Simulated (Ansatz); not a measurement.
# MgO2: excitons and shallow donors from band masses and screening

Computed with Ansatz, DFT r2SCAN, scalar-relativistic, plane waves, PAW.

Plane waves to 500 eV, a k mesh through Γ of 6×6×6 on the computed 12-atom cell and Gaussian smearing (0.02 eV); no spin polarisation.

Relaxed cell: Pa-3, a = 4.834 Å, b = 4.834 Å, c = 4.834 Å, α = 90.00°, β = 90.00°, γ = 90.00°, 12 atoms in the primitive cell. Whether it is the stable form of this composition wasn't checked.

The calculation gives a Kohn–Sham gap of 4.69 eV, an electron mass of 1.94 mₑ and a hole mass of 3.88 mₑ (harmonic means over x, y, z and over the bands degenerate at each edge), and ε∞ = 3.00 (independent particles, mean of the diagonal).

Estimate the binding energy and radius of a Wannier–Mott exciton and of a shallow donor, and say whether the hydrogenic model can hold.

The reduced mass is μ = mₙmₕ/(mₙ + mₕ) = 1.29 mₑ, with mₙ and mₕ the band masses. With E_b = 13.606 eV × μ/ε² and a = 0.529 Å × ε/μ (μ in mₑ) the exciton has E_b = 1958 meV and a = 1.2 Å. For a donor μ is the electron mass: 2939 meV and 0.8 Å. The radius isn't large against the shortest lattice vector (4.83 Å), so the continuum picture is doubtful and the numbers are only a scale. In a polar crystal the ions screen too, so a state bound more weakly than an optical phonon feels the larger static constant, which lowers the energy and widens the orbit. The other way, the small Kohn–Sham gap and the missing local fields make ε∞ too large and the masses tend to be too light, which underbinds. The edges lie at different points of the zone, so the exciton is indirect.